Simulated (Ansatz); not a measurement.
**Ti2VIn4: reading a single point**

```
V In Ti
1.0
    -3.51557    3.51557    2.87237
     3.51557   -3.51557    2.87237
     3.51557    3.51557   -2.87237
V In Ti
1 4 2
Direct
  0.00000 0.00000 0.00000
  0.30300 0.30300 0.60600
  0.30300 0.69700 0.00000
  0.69700 0.69700 0.39400
  0.69700 0.30300 0.00000
  0.75000 0.25000 0.50000
  0.25000 0.75000 0.50000
```

Level: PBE, no spin polarisation; 420 eV; 8×8×8 Γ-centred mesh; fermi-dirac occupations (width 0.1 eV); Ansatz 0.2.0, fixed geometry.

Task: How is the charge shared?

Result: Bader charges in e: Ti +0.88, V +0.65, In -0.60. In the mean Ti gives up most and In takes most.

Task: What is the formation energy?

Result: 0.19 eV an atom against the elements' usual phases (free molecules for gases, crystals otherwise, with no correction for O₂ or N₂), so at this geometry it isn't bound against them. Relaxing would lower it.

Task: What does the stress say?

Result: The pressure is 0.3 GPa (compression positive), so with the atoms held at these fractions the cell is close to zero pressure; the forces are large, so a full relaxation may end otherwise. The principal stresses -1.2, 1.0, 1.0 GPa differ, so its shape would change too.

Task: What happens at the Fermi level?

Result: It is a metal, with about 6.2 states/eV a cell as the mean within 0.25 eV of the Fermi level, mostly Ti d (48 %) and V d (40 %).

Origin: a known structure type with other elements, at an estimated volume, so it need not be a known compound. Caveats: no spin polarisation, so a magnetic state may lie lower.
